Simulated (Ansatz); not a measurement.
### Question
Name crystals whose computed values (PBE in the plane-wave PAW code Ansatz) fall in these windows: electron conductivity mass (mₑ) 0.14 to 0.16; Θ_D (K) 160 to 210.

### Answer


```tsv
crystal	electron conductivity mass (mₑ)	Θ_D (K)
CuI, zinc blende	0.15	180
```
Others may fit too.

The cell was relaxed under the symmetry of its start. Rows with no word on spin ran without spin polarisation. Scalar-relativistic: spin–orbit coupling is off unless named, which matters more the heavier the elements.

Potentials: the later of the program's two PAW sets.
